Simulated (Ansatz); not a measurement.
Sc3TlB (anti-perovskite, Pm-3m), a = 4.6743 Å, b = 4.6743 Å, c = 4.6743 Å, α = 90.00°, β = 90.00°, γ = 90.00°.

Relaxed with r²SCAN.

### Question
Which orbitals make up the states near the Fermi level in r²SCAN in the plane-wave PAW code Ansatz?

### Answer
Within 0.5 eV of the Fermi level: Sc 3d 56 %, Tl 6p 23 %, B 2p 17 %. Projections are on Löwdin-orthogonalised atomic valence shells; empty p or d shells of many metals are not among them.

### Question
Tabulate the density of states.

### Answer
States/eV per cell of 5 atoms, in 0.25 eV bins, energy from the Fermi level.

```csv
E (eV),total,Sc 3d,B 2p,Tl 6p
-7.85,0.41,0.01,0.00,0.01
-7.60,0.56,0.02,0.01,0.02
-7.35,0.71,0.03,0.01,0.03
-7.10,0.88,0.04,0.02,0.04
-6.85,1.19,0.08,0.03,0.06
-6.60,1.36,0.11,0.04,0.06
-6.35,2.10,0.28,0.04,0.08
-6.10,4.38,1.06,0.04,0.10
-5.85,3.12,0.71,0.01,0.03
-5.60,0.67,0.09,0.00,0.01
-5.35,0.29,0.03,0.00,0.00
-5.10,0.11,0.00,0.00,0.00
-4.85,0.00,0.00,0.00,0.00
-4.60,0.00,0.00,0.00,0.00
-4.35,0.00,0.00,0.00,0.00
-4.10,0.00,0.00,0.00,0.00
-3.85,0.00,0.00,0.00,0.00
-3.60,0.00,0.00,0.00,0.00
-3.35,0.00,0.00,0.00,0.00
-3.10,0.16,0.03,0.05,0.05
-2.85,1.39,0.31,0.42,0.36
-2.60,3.10,0.86,0.99,0.65
-2.35,3.26,0.90,0.89,0.82
-2.10,2.96,0.92,0.70,0.77
-1.85,1.89,0.62,0.56,0.38
-1.60,1.82,0.65,0.57,0.32
-1.35,1.90,0.72,0.62,0.31
-1.10,2.13,0.84,0.74,0.32
-0.85,3.78,1.30,1.04,1.14
-0.60,8.97,3.83,2.28,2.34
-0.35,7.08,3.21,1.62,1.93
-0.10,6.04,3.83,0.53,1.54
0.15,2.18,1.53,0.29,0.30
0.40,1.17,0.90,0.17,0.06
0.65,0.91,0.80,0.05,0.01
0.90,1.99,1.85,0.05,0.01
1.15,2.58,2.39,0.07,0.01
1.40,3.40,3.16,0.06,0.01
1.65,3.59,3.39,0.05,0.02
1.90,3.55,3.35,0.02,0.04
2.15,8.03,7.15,0.20,0.19
2.40,8.47,7.24,0.40,0.20
2.65,4.37,3.73,0.16,0.13
2.90,6.40,5.67,0.16,0.12
3.15,9.85,9.23,0.07,0.07
3.40,9.31,8.58,0.05,0.12
```

The workflow started from an entry of the Crystallography Open Database (COD). Whether it is the stable phase at ambient conditions was not checked. Symmetry was held in the r²SCAN relaxation; its stability against distortions is not shown here. No spin polarisation was allowed. Scalar-relativistic: spin–orbit coupling is off unless named, which matters more the heavier the elements.

Potentials: the later of the program's two PAW sets.
